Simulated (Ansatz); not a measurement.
Ansatz (a first-principles code) input:

Ansatz 0.2 input:
```yaml
crystal:
  lattice:
    - [5.70460658, 0.0, 0.0]
    - [0.0, 5.70460658, 0.0]
    - [0.0, 0.0, 5.70460658]
  atoms:
    - { symbol: Zn, position: [0.0, 0.0, 0.0] }
    - { symbol: Cd, position: [0.0, 0.5, 0.5] }
    - { symbol: Cd, position: [0.5, 0.0, 0.5] }
    - { symbol: Cd, position: [0.5, 0.5, 0.0] }
    - { symbol: S, position: [0.7631669277, 0.7631669277, 0.2368330723] }
    - { symbol: S, position: [0.7631669277, 0.2368330723, 0.7631669277] }
    - { symbol: S, position: [0.2368330723, 0.2368330723, 0.2368330723] }
    - { symbol: S, position: [0.2368330723, 0.7631669277, 0.7631669277] }
kpoints:
  mp_grid: { grid: [5, 5, 5] }
hamiltonian:
  xc: pbesol
  pseudopotentials: { kind: paw }
scf:
  occupations: { method: fixed }
phonons:
  method: dfpt
  response_accuracy: low
  eigenvectors: true
  rigid_motions: translations
  dielectric: true
```

Output (shortened):

```
Pseudopotential: Zn, paw, valence charge 12
Pseudopotential: Cd, paw, valence charge 20
Pseudopotential: S, paw, valence charge 6
Functional definition: PBEsol
Crystal: 8 atoms, lattice volume = 185.642 Å³
Basis set: ecut = 420 eV, 3695 PW (Γ), exchange–correlation on 80×80×80 points (8 copies of the dense FFT grid, shifted against one another)
Bands: 58, of which v1, the nominal top of the filled ones, is band 48 counted from 1 (47 counted from 0)
Symmetry: 24 space group operations
k-points: 63 of 125 (irreducible under 1 space group operation, time reversal used)
SCF iter   1: F=—  HF=-31378.051255 eV  |F-HF|=—  |Δ(HF+E_count)|=         —  Δρ=5.35e-3  dr2=7.01e-2  ethr=1.77e-3  ⟨swp⟩=5.0  Hψ=11287  notcnv=0  defer=411
preconditioner: auto → Resta (q_TF=auto, 2.444 Å⁻¹)
SCF iter   2: F=—  HF=-31378.034685 eV  |F-HF|=—  |Δ(HF+E_count)|=   1.66e-2  Δρ=2.05e-3  dr2=1.27e-2  ethr=7.31e-5  ⟨swp⟩=3.0  Hψ=6620  notcnv=0  defer=498
SCF iter   3: F=—  HF=-31378.031768 eV  |F-HF|=—  |Δ(HF+E_count)|=   2.92e-3  Δρ=8.34e-4  dr2=1.09e-3  ethr=1.32e-5  ⟨swp⟩=2.0  Hψ=5791  notcnv=0  defer=498
SCF iter   4: F=—  HF=-31378.031573 eV  |F-HF|=—  |Δ(HF+E_count)|=   1.95e-4  Δρ=3.85e-4  dr2=2.81e-4  ethr=1.14e-6  ⟨swp⟩=2.0  Hψ=4734  notcnv=0  defer=498
SCF iter   5: F=—  HF=-31378.031651 eV  |F-HF|=—  |Δ(HF+E_count)|=   7.85e-5  Δρ=1.54e-4  dr2=5.98e-5  ethr=2.92e-7  ⟨swp⟩=2.2  Hψ=4742  notcnv=0  defer=255
SCF iter   6: F=—  HF=-31378.031680 eV  |F-HF|=—  |Δ(HF+E_count)|=   2.85e-5  Δρ=4.79e-5  dr2=4.30e-6  ethr=6.23e-8  ⟨swp⟩=3.0  Hψ=6258  notcnv=0  defer=228
SCF iter   7: F=—  HF=-31378.031699 eV  |F-HF|=—  |Δ(HF+E_count)|=   1.95e-5  Δρ=1.04e-5  dr2=2.33e-7  ethr=4.48e-9  ⟨swp⟩=2.0  Hψ=5700  notcnv=0  defer=222
SCF iter   8: F=—  HF=-31378.031700 eV  |F-HF|=—  |Δ(HF+E_count)|=   5.30e-7  Δρ=2.36e-6  dr2=8.32e-9  ethr=2.43e-10  ⟨swp⟩=2.0  Hψ=5700  notcnv=0  defer=222
SCF iter  10: F=-31378.031700 eV  HF=-31378.031700 eV  |F-HF|=5.82e-11  |Δ(HF+E_count)|=  3.31e-10  Δρ=1.70e-7  dr2=8.59e-11  ethr=1.00e-12  ⟨swp⟩=13.7  Hψ=20993  notcnv=0
SCF 1 converged in 10 iterations: F = -31378.031700 eV  dr2 = 8.59e-11
NSCF: frozen V_eff on 7 k-points
DFPT response loops at Γ: preconditioner auto → Resta (q_TF=auto, 2.444 Å⁻¹)  ε∞=7.1 (no band partly filled) …
── the response to a field inside a basis, on 6×6×6 k-points: an SCF that follows is theirs, and a resumed run solves both again ──
Crystal: 8 atoms, lattice volume = 185.642 Å³
Bands: 49, of which v1, the nominal top of the filled ones, is band 48 counted from 1 (47 counted from 0)
k-points: 10 of 216 (time reversal used)
SCF iter   1: F=—  HF=-31377.730768 eV  |F-HF|=—  |Δ(HF+E_count)|=         —  Δρ=4.82e-4  dr2=1.69e-4  ethr=1.00e-1
preconditioner: auto → Resta (q_TF=auto, 2.444 Å⁻¹)
SCF iter   2: F=—  HF=-31377.730772 eV  |F-HF|=—  |Δ(HF+E_count)|=   3.71e-6  Δρ=2.28e-4  dr2=4.24e-5  ethr=1.76e-7
SCF iter   3: F=—  HF=-31377.730781 eV  |F-HF|=—  |Δ(HF+E_count)|=   8.63e-6  Δρ=1.24e-4  dr2=1.53e-5  ethr=4.42e-8
SCF iter   4: F=—  HF=-31377.730785 eV  |F-HF|=—  |Δ(HF+E_count)|=   4.43e-6  Δρ=2.19e-5  dr2=1.53e-6  ethr=1.60e-8
SCF iter   5: F=—  HF=-31377.730786 eV  |F-HF|=—  |Δ(HF+E_count)|=   6.62e-7  Δρ=8.50e-6  dr2=2.04e-7  ethr=1.59e-9
SCF iter   6: F=-31377.730786 eV  HF=-31377.730786 eV  |F-HF|=5.71e-9  |Δ(HF+E_count)|=   1.55e-7  Δρ=3.96e-6  dr2=2.28e-8  ethr=2.12e-10
SCF 1 converged in 6 iterations: F = -31377.730786 eV  dr2 = 2.28e-8
DFPT response loops at Γ: preconditioner auto → Resta (q_TF=auto, 2.444 Å⁻¹)  ε∞=5.8 (no band partly filled) …
WARN: field response: ε∞ stands inside a basis, on 6×6×6 points …
SCF converged after 10 iterations
Free energy (F): -31378.031700 eV
Harris-Foulkes:  -31378.031700 eV  (|F-HF|=5.82e-11)
Internal energy: -31378.031700 eV  (E = F + TS)
E sigma→0 (E₀):  -31378.031700 eV
Fermi energy:    6.748982 eV
--- Per-component energies (eV) ---
  E_band       = -1511.294650
  E_kinetic    = 2072.553785
  E_local      = -14064.532596  (includes V_loc(G=0)·N_el)
  E_nonlocal   = 840.436374
  E_hartree    = 6370.183366
  E_xc         = -1045.831921
  E_vxc        = -1064.219346  (∫ρ·V_xc dr)
  E_paw        = -16170.000731  (= ΣΔE_a)
  E_vpaw       = -2035.899084  (= ΣTr[D̂ρ^β])
  E_aug_tail   = -0.000278  (compensation charges beyond the density's cutoff)
  E_ewald      = -9382.910730
  E_core_change = 2.071031  (= ΣΔE_core)
  E_smearing   =  0.000000  (= −TS)
  E_closure    = 0.000000  (closes the sum)
  Σ components = -31378.031700   (vs F -31378.031700, Δ=0.00e0)
  [band-id]    e_kinetic+e_local+e_nonlocal+2·e_hartree+e_vxc+e_vpaw+e_augmentation_tail = -1511.294414   (vs E_band -1511.294650, Δ=2.36e-4)
--- Band table (eV; the first three rows and the last of 63) ---
  k-point 0: bands = ["-94.4806", "-94.4805", "-94.4805", "-55.6012", "-55.6012", "-55.6012", "-55.5741", "-55.5741", "-55.5741", "-55.5741", "-55.5741", "-55.5741", "-5.8730", "-5.0985", "-5.0985", "-5.0985", "-0.9385", "-0.9385", "-0.9385", "-0.8232", …
  k-point 1: bands = ["-94.4806", "-94.4805", "-94.4805", "-55.6011", "-55.6011", "-55.6011", "-55.5741", "-55.5741", "-55.5741", "-55.5741", "-55.5741", "-55.5741", "-5.8060", "-5.1698", "-5.0992", "-5.0992", "-0.9472", "-0.9211", "-0.9211", "-0.7777", …
  k-point 2: bands = ["-94.4806", "-94.4805", "-94.4805", "-55.6011", "-55.6011", "-55.6011", "-55.5741", "-55.5741", "-55.5741", "-55.5741", "-55.5741", "-55.5741", "-5.6384", "-5.3448", "-5.1004", "-5.1004", "-0.9270", "-0.8747", "-0.8747", "-0.8359", …
  k-point 62: bands = ["-94.4806", "-94.4805", "-94.4805", "-55.6014", "-55.6011", "-55.6010", "-55.5742", "-55.5742", "-55.5742", "-55.5740", "-55.5740", "-55.5739", "-5.5527", "-5.3036", "-5.1676", "-5.1514", "-0.9007", "-0.8796", "-0.8386", "-0.8154", …
--- Phonons (Γ-DFPT): 4 representative perturbations + reference, on 63 of 125 k-points (Σ response iterations 13) ---
  ASR residual: 3.696e-4 → 0.000e0 eV/Å²; symmetrization residual: 2.434e-4 eV/Å²
  ASR residual per site (eV/Å²): 3.70e-4 1.92e-4 1.92e-4 1.92e-4 3.76e-5 3.76e-5 3.76e-5 3.76e-5
  Γ frequencies (cm⁻¹): 0.00 0.00 0.00 53.38 53.38 53.38 66.56 66.56 66.56 164.38 164.38 164.38 241.81 241.81 241.81 281.22 281.22 281.22 283.07 283.07 283.07 291.75 291.75 297.65
  ε∞ (high-frequency dielectric tensor):
        6.361125     0.000000     0.000000
        0.000000     6.361125     0.000000
        0.000000     0.000000     6.361125
  ε⁰ (static dielectric tensor: ions relaxed, cell fixed):
        9.745161     0.000000     0.000000
        0.000000     9.745161     0.000000
        0.000000     0.000000     9.745161
  ε⁰ − ε∞ (ionic part):
        3.384036     0.000000     0.000000
        0.000000     3.384036     0.000000
        0.000000     0.000000     3.384036
  softest optical mode at Γ: 53.38 cm⁻¹; the repairs (sum rule, projections) moved no ω² at Γ by more than (7.15 cm⁻¹)²
  Born effective charges Z* (e; rows j = field, columns β = displacement):
    site 0:
         2.02950    0.00000    0.00000
         0.00000    2.02950    0.00000
         0.00000    0.00000    2.02950
    site 1:
         1.97330    0.00000    0.00000
         0.00000    2.23192    0.00000
         0.00000    0.00000    2.23192
    site 2:
         2.23192    0.00000    0.00000
         0.00000    1.97330    0.00000
         0.00000    0.00000    2.23192
    site 3:
         2.23192    0.00000    0.00000
         0.00000    2.23192    0.00000
         0.00000    0.00000    1.97330
    site 4:
        -2.11666   -0.05447    0.05447
        -0.05447   -2.11666    0.05447
         0.05447    0.05447   -2.11666
    site 5:
        -2.11666    0.05447   -0.05447
         0.05447   -2.11666    0.05447
        -0.05447    0.05447   -2.11666
    site 6:
        -2.11666   -0.05447   -0.05447
        -0.05447   -2.11666   -0.05447
        -0.05447   -0.05447   -2.11666
    site 7:
        -2.11666    0.05447    0.05447
         0.05447   -2.11666   -0.05447
         0.05447   -0.05447   -2.11666
  Z* charge neutrality: 9.441e-3 e pre-enforcement
  solved inside a basis spanned on kpoints, on 6×6×6 k-points, its susceptibility summed on 10×10×10: ε∞ is read to err by 3.4e-2, Z* by 3.1e-2 e (field_mesh …
  optical modes at Γ without the LO–TO term, one row a degenerate level:
      ω (cm⁻¹)  modes    IR ((D/Å)²/amu)
         53.38      3             0.0000
         66.56      3             0.0391
        164.38      3             0.3139
        241.81      3            48.2923
        281.22      3             0.0000
        283.07      3             2.9862
        291.75      2             0.0000
        297.65      1             0.0000
  optical modes at Γ + LO–TO along q̂ = [1.0000, 0.0000, 0.0000]:
      ω (cm⁻¹)  modes    IR ((D/Å)²/amu)
         53.38      3             0.0000
         66.56      2             0.0260
         66.67      1             0.0053
        164.38      2             0.2093
        164.67      1             0.0272
        241.81      2            32.1949
        277.48      1             2.0676
        281.22      3             0.0000
        283.07      2             1.9908
        291.75      2             0.0000
        297.65      1             0.0000
        304.27      1            15.1104
  optical modes at Γ + LO–TO along q̂ = [0.0000, 1.0000, 0.0000]:
      ω (cm⁻¹)  modes    IR ((D/Å)²/amu)
         53.38      3             0.0000
         66.56      2             0.0260
         66.67      1             0.0053
        164.38      2             0.2093
        164.67      1             0.0272
        241.81      2            32.1949
        277.48      1             2.0676
        281.22      3             0.0000
        283.07      2             1.9908
        291.75      2             0.0000
        297.65      1             0.0000
        304.27      1            15.1104
  optical modes at Γ + LO–TO along q̂ = [0.0000, 0.0000, 1.0000]:
      ω (cm⁻¹)  modes    IR ((D/Å)²/amu)
         53.38      3             0.0000
         66.56      2             0.0260
         66.67      1             0.0053
        164.38      2             0.2093
        164.67      1             0.0272
        241.81      2            32.1949
        277.48      1             2.0676
        281.22      3             0.0000
        283.07      2             1.9908
        291.75      2             0.0000
        297.65      1             0.0000
        304.27      1            15.1104
```

Cost: around 12 core-minutes (rough) on shared cores.

Space group P-43m. The first step of the workflow began from a Materials Project structure, measured or hypothetical; the Crystallography Open Database copy checked does not list it. With Zn and Cd taken as one species the cell has the higher symmetry F-43m, so it may be an ordered model of a mixed-site phase. Whether it is the stable phase at ambient conditions was not checked. The cell was relaxed with PBEsol under the symmetry of its start; of distortions, only those at the zone centre were tested. Spin–orbit coupling is left out wherever it is not named.

Potentials: the later of the program's two PAW sets.

Ansatz is a plane-wave DFT program.
